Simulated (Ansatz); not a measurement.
The elements of this relaxed trial crystal are hidden behind letters.

```
lattice vectors (Å)
   6.0411    0.0000    0.0000
  -3.0205    5.2317    0.0000
   0.0000    0.0000    4.3022
fractional positions
X 0.0000 0.0000 0.5000
Z 0.5976 0.0000 0.0000
Z 0.0000 0.5976 0.0000
Z 0.4024 0.4024 0.0000
```

Level of theory: DFT PBE, scalar-relativistic, plane waves, PAW (Ansatz). Settings of the last relaxation (4-atom cell): 420 eV, 12×12×10 k points, Gaussian smearing of 0.10 eV, no spin polarisation.

- Space group: P-62m (No. 189)
- Conventional cell: a = 6.041 Å, c = 4.302 Å
- Volume per atom: 33.99 Å³
- Density: 6.12 g/cm³
- Energy over the elements: +0.05 eV/atom
- Gap on the 12×12×10 mesh of the 4-atom cell: 0 eV (a metal)

Energies are uncorrected and count from the elements' standard states at the same level.

Question: X is a p-block element of period 5 and Z is a p-block element of period 5. Which elements are they?

Answer: X = Sn, Z = Te, so the formula is SnTe3. Density times volume gives a mean mass of 6.12 × 33.99/1.6605 = 125.3 u per atom, and this set has 125.4 u. Among the elements that the hints allow, noble gases aside, only these give it. Sn is surrounded by 6 Te at 3.25 Å; Te is surrounded by 4 Te at 3.19 Å and 2 Sn at 3.25 Å.

Spin–orbit coupling, which can matter for Te, is left out. Symmetry constrained the relaxation, so the result can be a saddle point.
